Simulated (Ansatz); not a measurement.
**Sr3ZnB2 in Ansatz, relaxation**

The input file (Ansatz 0.2.0, plane waves):

```yaml
crystal:
  lattice:
    - [2.994326, 5.186322, 0.0]
    - [-2.994326, 5.186322, 0.0]
    - [0.0, 0.0, 3.756519]
  atoms:
    - { symbol: B, position: [0.3333, 0.3334, 0.0] }
    - { symbol: B, position: [0.6666, 0.6667, 0.0] }
    - { symbol: Sr, position: [0.5, 0.5, 0.5] }
    - { symbol: Sr, position: [0.5, 0.0, 0.5] }
    - { symbol: Sr, position: [0.0, 0.5, 0.5] }
    - { symbol: Zn, position: [0.0, 0.0, 0.0] }
  symmetry: { tolerance: 0.0003 }
kpoints:
  mp_grid: { grid: [7, 7, 9], shift: [0, 0, 0] }
magnetization:
  spin_polarized: false
scf:
  occupations: { method: fermi_dirac, width: 0.0562 }
  lower_state_search: "off"
hamiltonian:
  pseudopotentials: { kind: paw }
  xc: r2scan
basis:
  ecutwfc: 500
  fft_grid_basis: typed
relax:
  max_steps: 60
  cell: { p_target: 0.0 }
output:
  forces: true
  stress: true
  eigenvalues: true
  bader: true
  populations: true
  elf: true
  write_potential: true
  volumetric_format: npy
  dos:
    e_range: [-12, 8]
    de: 0.05
    projected: { site_lists: { B: [B], Sr: [Sr], Zn: [Zn] } }
  write_density: true
checkpoint:
  read: saved_state
```

Launch command:

```bash
ansatz run input.yaml --threads 2 --pin off --max-ram 2560MiB --backend cpu --events-out ev --progress --plain --runs-dir out
```

Origin of the cell: a known structure type with other elements, at an estimated volume, so it need not be a known compound.

The saved state is a converged single point of the same cell.

Steps («new basis» is an SCF on plane waves selected anew at the same cell):

```
step  ΔF (meV/atom)  max force component (eV/Å)  P (GPa)  volume (Å³)  SCF iterations   step was
   1            0.0                       0.000    19.77       116.67               7   accepted
   2         -263.1                       0.000    10.22       134.01               9   accepted
   3         -392.2                       0.000     5.17       149.51               9   accepted
   4         -458.1                       0.000     2.15       163.48               9   accepted
   5         -489.2                       0.000     0.61       174.30               9   accepted
   6         -519.1                       0.000     0.00       181.36               9   accepted
   7         -537.9                       0.000    -0.32       184.39               9   accepted
   8         -538.7                       0.000    -0.10       182.93               7   accepted
   9         -538.7                       0.000    -0.01       182.33               8   accepted
  10         -549.7                       0.000     0.38       182.33              11  new basis
  11         -550.8                       0.000     0.08       184.69               7   accepted
  12         -550.8                       0.000     0.00       185.34               7   accepted
  13         -550.9                       0.000     0.00       185.34               8  new basis
```

Before:

Space group P6/mmm (No. 191); the run's cell has a = 5.989 Å, b = 5.989 Å, c = 3.757 Å, α = 90.00°, β = 90.00°, γ = 60.00°. Shortest distances: B–Sr 2.55 Å, Sr–Sr 2.99 Å, B–B 3.46 Å, B–Zn 3.46 Å, Sr–Zn 3.53 Å.

After:

Space group P6/mmm (No. 191); the run's cell has a = 7.796 Å, b = 7.796 Å, c = 3.522 Å, α = 90.00°, β = 90.00°, γ = 60.00°. Shortest distances: B–Sr 2.86 Å, B–B 3.52 Å, Sr–Sr 3.52 Å, Zn–Zn 3.52 Å.

```yaml
crystal:
  lattice:
    - [3.89778, 6.75116, 0.00000]
    - [-3.89778, 6.75116, 0.00000]
    - [0.00000, 0.00000, 3.52164]
  atoms:
    - { symbol: B, position: [0.33333, 0.33333, 0.00000] }
    - { symbol: B, position: [0.66667, 0.66667, 0.00000] }
    - { symbol: Sr, position: [0.50000, 0.50000, 0.50000] }
    - { symbol: Sr, position: [0.50000, 0.00000, 0.50000] }
    - { symbol: Sr, position: [0.00000, 0.50000, 0.50000] }
    - { symbol: Zn, position: [0.00000, 0.00000, 0.00000] }
```

- Free energy lowered by: 550.9 meV/atom
- Volume change: 58.85 %
- Final pressure: 0.00 GPa
- Relaxation steps listed: 13
- Gap on the mesh: none (metal)

Caveats: no dispersion correction, so spacings can come out too large where layers or molecules are weakly bound; the relaxation held the start's symmetry, so the end may be a saddle point.

It ran for 7.7 min on 2 threads of Arm Neoverse N1 (shared host), peak memory 0.98 GiB, from a saved density.
